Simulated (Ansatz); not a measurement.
IrRh2: a bulk modulus from differences

The cell was found from a structure generator's guess, not taken from experiment.

The calculation used Ansatz, DFT PBE, scalar-relativistic, plane waves, PAW. Cutoff 420 eV, Γ-centred 18×18×4 mesh (6-atom cell), Gaussian smearing of 0.10 eV, no spin polarisation.

```
CELL_PARAMETERS angstrom
2.73187 0.00000 0.00000
-1.36594 2.36587 0.00000
0.00000 0.00000 13.22352
ATOMIC_POSITIONS crystal
Ir 0.33333 0.66667 0.25000
Ir 0.66667 0.33333 0.75000
Rh 0.33333 0.66667 0.91597
Rh 0.33333 0.66667 0.58403
Rh 0.66667 0.33333 0.08403
Rh 0.66667 0.33333 0.41596
```

The cell was set to several volumes, with shape and atoms relaxed at each where symmetry leaves them free. Pressure is positive in compression, and energies count from the lowest row. No row has a gap on its mesh.

| row | V (Å³/atom) | P (GPa) | ΔE (meV/atom) |
| --- | --- | --- | --- |
| 1 | 12.535 | 50.34 | 235.3 |
| 2 | 12.963 | ? | ? |
| 3 | 13.390 | 20.60 | 51.2 |
| 4 | 13.817 | 9.35 | 11.9 |
| 5 | 14.245 | 0.00 | 0.0 |
| 6 | 14.672 | -7.75 | 10.9 |
| 7 | 15.099 | -14.16 | 40.6 |
| 8 | 15.669 | -20.97 | 103.8 |

Problem. Find B = −V·ΔP/ΔV from rows 4 and 6 and from rows 1 and 3, and from the two its slope B′ and its value B0 at zero pressure.

Solution. Rows 4 and 6 give −(13.817 + 14.672)/2 × (-7.75 − (9.35))/(14.672 − 13.817) = 284.9 GPa at a mean pressure of 0.80 GPa. Rows 1 and 3 give −(12.535 + 13.390)/2 × (20.60 − (50.34))/(13.390 − 12.535) = 450.9 GPa at a mean pressure of 35.47 GPa. So B′ = (450.9 − 284.9)/(35.47 − (0.80)) = 4.79 and B0 = 284.9 − 4.79 × (0.80) = 281.1 GPa. A third-order Birch–Murnaghan fit to all the energies gives B0 = 283.3 GPa and B′ = 5.2.

Problem. Estimate the pressure and energy of row 2.

Solution. From row 5, V0 = 14.245 × (1 + (0.00)/281.1) = 14.245 Å³/atom. Murnaghan's form P = (B0/B′)·[(V0/V)^B′ − 1] gives (281.1/4.79) × [(14.245/12.963)^4.79 − 1] = 33.51 GPa; the computed pressure is 34.11 GPa, so the estimate is off by -0.60 GPa. The work of compression from row 3, with the mean of the two pressures, gives ΔE = 51.2 + (33.51 + 20.60)/2 × (13.390 − 12.963)/160.2 × 1000 = 123.3 meV/atom (1 eV/Å³ = 160.2 GPa); the computed value is 123.4 meV/atom.

Spin–orbit coupling, which can matter for Ir, is left out. All volumes keep the k mesh of the relaxed cell. A later test with randomly moved atoms came back to the same energy, though modes that don't fit the test's cell weren't probed.
